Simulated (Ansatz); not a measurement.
CaClF:
```
CaClF
1.0
    3.86636     0.00000     0.00000
    0.00000     3.86636     0.00000
    0.00000     0.00000     6.87520
Ca Cl F
2 2 2
Direct
  0.00000   0.50000   0.80682
  0.50000   0.00000   0.19318
  0.50000   0.00000   0.64672
  0.00000   0.50000   0.35328
  0.50000   0.50000   0.00000
  0.00000   0.00000   0.00000
```

Relaxed with r²SCAN.

Give the Bader charges and basin volumes of the independent atoms, plane-wave PAW r²SCAN (Ansatz code).



```json
[
 {"atom": "Ca1", "Bader charge (e)": "+1.66", "Bader volume (Å³)": "12.1"},
 {"atom": "Cl3", "Bader charge (e)": "-0.82", "Bader volume (Å³)": "26.9"},
 {"atom": "F5", "Bader charge (e)": "-0.85", "Bader volume (Å³)": "12.4"}
]
```

Space group P4/nmm. The first step of the workflow began from a Materials Project structure, measured or hypothetical; the Crystallography Open Database files this formula in space group No. 129, but the cells were not matched. Its standing as an ambient phase is unchecked. The cell was relaxed with r²SCAN under the symmetry of its start; whether a distortion lowers the energy is not shown.

Potentials: the later of the program's two PAW sets.
